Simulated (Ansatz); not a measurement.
**ZrGa₃ from its elements: all-electron against pseudopotential results**

```
Zr Ga
1.0
    -1.93180    1.93180    4.51446
     1.93180   -1.93180    4.51446
     1.93180    1.93180   -4.51446
Zr Ga
1 3
Direct
  0.00000 0.00000 0.00000
  0.50000 0.50000 0.00000
  0.75000 0.25000 0.50000
  0.25000 0.75000 0.50000
```

The cell comes from a relaxation on PAW files under the same functional, begun from a database entry that needn't be the ground state.

Computed with Ansatz 0.2.0; functional PBEsol, scalar-relativistic. Settings: a Γ-centred 13×13×13 k mesh, Fermi–Dirac smearing of 0.05 eV, no spin polarisation. Methods: LAPW: all electrons, basis error target 0.5 meV/atom; PAW: frozen-core files, cutoff 420 eV.

The elements are taken as Ga alpha-Ga, Zr hcp, each relaxed on PAW files under the same functional and computed by the same method as the compound; zero-point and thermal terms are left out.

The PAW files were made under PBE.

Task: What is the formation energy by LAPW, and how far do the other methods lie from it?

Result: -0.538 eV/atom; PAW -0.5 meV/atom. The compound is bound against these elements; other compounds of the system weren't compared.

Task: Give the LAPW value for one formula unit in kJ/mol.

Result: -0.538 eV/atom × 4 atoms × 96.485 kJ/(mol·eV) = -207.6 kJ/mol, at zero temperature and without zero-point motion.
